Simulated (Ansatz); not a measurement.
Values for one crystal, relaxed and computed with r²SCAN (plane waves, PAW; program Ansatz); other levels are named.

```yaml
volume_per_atom: 11.26 Å³
electronic_character: metallic (no gap)
Pressure derivative B′: 4.5
debye_temperature_from_the_elastic_constants: 650 K
Elastic constants (relaxed ions, GPa): C11 = 303, C12 = 140, C44 = 163
Young's modulus: 305 GPa
Density of states at the Fermi level: 0.30 states/eV per atom (mean over ±0.08 eV)
```

Which of these materials gives this?
A) Ti3Al, P6_3/mmc (Ti on 6h, Al on 2c)
B) SrMg, CsCl type
C) TbMg, CsCl type
D) AlCo, CsCl type

D, AlCo, CsCl type

Space group Pm-3m (CsCl type). Symmetry was held in the r²SCAN relaxation. Spin order of the final state: ferromagnetic, the only order run, not a proven ground state. The cell computed holds one magnetic atom, so no antiferromagnetic order was within reach. Other orbital occupations within this spin state were not tried. As this level gives no gap, shear constants depend on the k-mesh and smearing (Fermi–Dirac, 0.1 eV here).

Potentials: the later of the program's two PAW sets.
